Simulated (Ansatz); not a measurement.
Computed with DFT PBE, scalar-relativistic, plane waves, PAW in Ansatz 0.2.0. Settings of the last relaxation (6-atom cell): 420 eV, 12×12×6 k points, Gaussian smearing of 0.10 eV, no spin polarisation.

Formation energies are uncorrected and count from the elements' standard states at the same level.

**Question.** Find a candidate trigonal metal that holds Pt and 2 more elements, with a formation energy near −0.61 eV/atom and about 17 Å³ per atom, in a cell of 6 atoms.

**Answer.** NaTi2Pt3, space group P-3m1 (No. 164). Na has 8 Pt at 2.96–2.98 Å and 6 Ti at 3.21 Å; Ti is surrounded by 4 Pt at 2.55–2.63 Å, 3 Pt at 2.80 Å, 3 Na at 3.21 Å, 3 Ti at 3.36 Å and 1 Pt at 3.36 Å; around Pt on a site of symmetry 3m lie 4 Ti at 2.55–2.63 Å, 3 Na at 2.98 Å, 3 Pt at 2.99 Å and 1 Ti at 3.36 Å; around Pt on a site of symmetry -3m lie 6 Ti at 2.80 Å, 2 Na at 2.96 Å and 6 Pt at 2.99 Å.

```yaml
crystal:
  lattice:
    - [4.48977, 0.00000, 0.00000]
    - [-2.24489, 3.88826, 0.00000]
    - [0.00000, 0.00000, 5.91164]
  atoms:
    - { symbol: Na, position: [0.00000, 0.00000, 0.00000] }
    - { symbol: Ti, position: [0.66667, 0.33333, 0.31960] }
    - { symbol: Ti, position: [0.33333, 0.66667, 0.68040] }
    - { symbol: Pt, position: [0.33333, 0.66667, 0.24902] }
    - { symbol: Pt, position: [0.00000, 0.00000, 0.50000] }
    - { symbol: Pt, position: [0.66667, 0.33333, 0.75098] }
```

- Volume per atom: 17.20 Å³
- Density: 11.33 g/cm³
- Energy over the elements: −0.61 eV/atom
- Gap on the 12×12×6 mesh of the 6-atom cell: 0 eV (a metal)

It was reached by relaxing an invented guess, and it needn't be the stable form of this composition. Other answers may fit too; this one was computed.

These runs have no spin–orbit coupling, which can matter for Pt. A structure relaxed within its symmetry needn't be a true minimum.
